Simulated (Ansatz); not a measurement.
P: a ladder of calculations

Cell of run 1: a COD entry, ions relaxed with PBE at fixed cell.

```yaml
crystal:
  lattice:
    - [1.65545, -5.15950, 0.00000]
    - [1.65545, 5.15950, 0.00000]
    - [0.00000, 0.00000, 4.31700]
  atoms:
    - { symbol: P, position: [0.89573, 0.10427, 0.07750] }
    - { symbol: P, position: [0.60427, 0.39573, 0.57750] }
    - { symbol: P, position: [0.10427, 0.89573, 0.92250] }
    - { symbol: P, position: [0.39573, 0.60427, 0.42250] }
```

Atom numbers follow the list; atoms alike are taken as one site, whose name carries the number of the first.

All runs are DFT with Ansatz 0.2.0 (plane waves and PAW, scalar-relativistic unless spin–orbit coupling is named, Γ-centred meshes, Fermi–Dirac smearing where given) in this cell.

Run 1: PBE, atoms relaxed; 420 eV, 15×15×11 k-points, smearing 0.05 eV.
Run 2: r2SCAN, at the relaxed atoms; 500 eV, 15×15×11 k-points, smearing 0.05 eV.
Run 3: LDA, at the relaxed atoms; 420 eV, 15×15×11 k-points, smearing 0.05 eV.
Run 4: PBEsol, at the relaxed atoms; 420 eV, 15×15×11 k-points, smearing 0.05 eV.

| run | P V_zz (η) |
| --- | --- |
| 1 | -7.18 (0.06) |
| 2 | ? |
| 3 | -6.96 (0.05) |
| 4 | -6.89 (0.05) |

V_zz in 10²¹ V/m².

(1) Estimate the row of run 2.

Results:

(1) P: -7.70 (0.07). It lies nearest to run 1, from whose tensors on these sites it differs by 0.52 at most (largest principal value of the difference, on P).

Semilocal functionals make gaps too small and can close them, so the real compound need not be a metal. In runs 1, 2, 3, 4 there is no gap above 0.1 eV, so the gradients can move by 10 % or more with the k-mesh. In run 2 the atoms aren't at the calculated equilibrium (largest force 0.32 eV/Å).
